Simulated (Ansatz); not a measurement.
Relaxation of a generated cell, ScF3 placed in the AFLOW prototype A3B_cP8_223_c_a (A15, as in Cr3Si); 8 atoms in the cell, which starts as Pm-3n (No. 223), cP8; a = b = c = 5.0844 Å, α = β = γ = 90.00°. All values below come from PBE (plane waves to 420 eV, PAW, scalar-relativistic; Ansatz, an electronic-structure program). Γ-centred k-mesh 5×5×5 on the run's cell (coarser than for final values), Fermi–Dirac smearing 0.05 eV. This is the first round of the run. 

The optimiser's lines from the output (shortened; P is positive under compression):

```
relax step   1: F+E_penalty+E_count = -9124.81785958 eV  Δ(F+E_penalty+E_count) = +0.000e0 eV  max|allowed force component| = 3.280e-18 eV/Å  Δτ_max = 0.0000 Å  P = -24.502 GPa  Ω = 131.438 Å³  (6 SCF iters, dr2 threshold 1.00e-7 eV, accepted)
relax step   2: F+E_penalty+E_count = -9127.68113340 eV  Δ(F+E_penalty+E_count) = -2.863e0 eV  max|allowed force component| = 2.548e-18 eV/Å  Δτ_max = 0.0000 Å  P = -24.063 GPa  Ω = 113.137 Å³  (6 SCF iters, dr2 threshold 8.00e-7 eV, accepted)
relax step   3: F+E_penalty+E_count = -9130.07466439 eV  Δ(F+E_penalty+E_count) = -2.394e0 eV  max|allowed force component| = 8.972e-18 eV/Å  Δτ_max = 0.0000 Å  P = -19.916 GPa  Ω = 96.619 Å³  (6 SCF iters, dr2 threshold 8.00e-7 eV, accepted)
relax step   4: F+E_penalty+E_count = -9131.50420949 eV  Δ(F+E_penalty+E_count) = -1.430e0 eV  max|allowed force component| = 8.023e-18 eV/Å  Δτ_max = 0.0000 Å  P = -7.079 GPa  Ω = 81.792 Å³  (6 SCF iters, dr2 threshold 8.00e-7 eV, accepted)
relax step   5: F+E_penalty+E_count = -9131.62881381 eV  Δ(F+E_penalty+E_count) = -1.246e-1 eV  max|allowed force component| = 6.939e-18 eV/Å  Δτ_max = 0.0000 Å  P = +0.107 GPa  Ω = 77.417 Å³  (6 SCF iters, dr2 threshold 8.00e-7 eV, accepted)
relax step   6: F+E_penalty+E_count = -9131.62851144 eV  Δ(F+E_penalty+E_count) = +3.024e-4 eV  max|allowed force component| = 5.168e-18 eV/Å  Δτ_max = 0.0000 Å  P = -0.000 GPa  Ω = 77.473 Å³  (4 SCF iters, dr2 threshold 2.87e-8 eV, accepted)
relax step   7: F+E_penalty+E_count = -9131.59435186 eV  Δ(F+E_penalty+E_count) = +3.416e-2 eV  max|allowed force component| = 6.053e-18 eV/Å  Δτ_max = 0.0000 Å  P = -0.858 GPa  Ω = 77.473 Å³  stress off target by 8.58e-1 GPa  SCF on the basis re-selected at this cell (its energy is not comparable with the rows above)  (7 SCF iters)
relax step   8: F+E_penalty+E_count = -9131.59807480 eV  Δ(F+E_penalty+E_count) = -3.723e-3 eV  max|allowed force component| = 4.174e-18 eV/Å  Δτ_max = 0.0000 Å  P = +0.068 GPa  Ω = 77.023 Å³  (5 SCF iters, dr2 threshold 8.00e-7 eV, accepted)
relax step   9: F+E_penalty+E_count = -9131.59790652 eV  Δ(F+E_penalty+E_count) = +1.683e-4 eV  max|allowed force component| = 9.125e-18 eV/Å  Δτ_max = 0.0000 Å  P = +0.005 GPa  Ω = 77.053 Å³  (4 SCF iters, dr2 threshold 1.17e-8 eV, accepted)
relax step  10: F+E_penalty+E_count = -9131.59532180 eV  Δ(F+E_penalty+E_count) = +2.585e-3 eV  max|allowed force component| = 7.038e-18 eV/Å  Δτ_max = 0.0000 Å  P = -0.057 GPa  Ω = 77.053 Å³  stress off target by 5.70e-2 GPa  SCF on the basis re-selected at this cell (its energy is not comparable with the rows above)  (6 SCF iters)
relax step  11: F+E_penalty+E_count = -9131.59548695 eV  Δ(F+E_penalty+E_count) = -1.651e-4 eV  max|allowed force component| = 5.493e-18 eV/Å  Δτ_max = 0.0000 Å  P = -0.002 GPa  Ω = 77.026 Å³  (4 SCF iters, dr2 threshold 8.14e-9 eV, accepted)
relax step  12: F+E_penalty+E_count = -9131.59548695 eV  Δ(F+E_penalty+E_count) = -3.911e-9 eV  max|allowed force component| = 6.957e-18 eV/Å  Δτ_max = 0.0000 Å  P = -0.003 GPa  Ω = 77.026 Å³  stress off target by 3.41e-3 GPa  SCF on the basis re-selected at this cell (its energy is not comparable with the rows above)  (6 SCF iters)
```

From the first to the last row the energy changes by -0.85 eV/atom and the volume by -41.4 %. The last row is marked as not comparable with the walk above it, whose basis was carried along; it does compare with step 1, since both stand on a basis selected at the nominal cutoff for their own cell.

Later rounds, restarted from the end of this one on a renewed k-mesh, logged 4 more steps and released under 1 meV/atom more. The final structure after all rounds: Pm-3n (No. 223), cP8, A15 (Cr3Si type); a = 4.255 Å, b = 4.255 Å, c = 4.255 Å, α = 90.00°, β = 90.00°, γ = 90.00°. Between re-selections the logged energies stand on a plane-wave basis carried along with the cell. No spin polarisation in the result.

The run could not lower the symmetry of its start; a shaken copy of this end point relaxes with PBE to P-1 (No. 2), 0.565 eV/atom lower.

The relaxed structure here is a generated cell of ScF3: the first start was made by placing the elements on the sites of a structure type, and the end was not matched to a known phase here, so it may be hypothetical.
